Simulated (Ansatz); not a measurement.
InP, a database entry at a rescaled volume

```
P In
1.0
     0.00000    2.89656    2.89656
     2.89656    0.00000    2.89656
     2.89656    2.89656    0.00000
P In
1 1
Direct
  0.25000 0.25000 0.25000
  0.00000 0.00000 0.00000
```

Single point in Ansatz 0.2.0 with PBE, no spin polarisation. Cutoff 420 eV, PAW datasets, 8×8×8 Γ-centred k mesh, fermi-dirac filling (width 0.0912 eV).

Problem. Is the cell too large or too small?

Solution. The pressure is 6.2 GPa (compression positive), so with the atoms held at these fractions the cell would first expand.

Problem. Is it stable against the elements?

Solution. -0.21 eV an atom against the elements' usual phases (free molecules for gases, crystals otherwise, with no correction for O₂ or N₂), so it is bound against them; other compounds may still compete. Relaxing would lower it.

Problem. Are the atoms at rest?

Solution. The forces vanish by the symmetry of the sites.

Problem. Is there a gap, and of what kind?

Solution. The gap is 0.90 eV, direct at the points sampled.

Origin: a database entry at a rescaled volume.
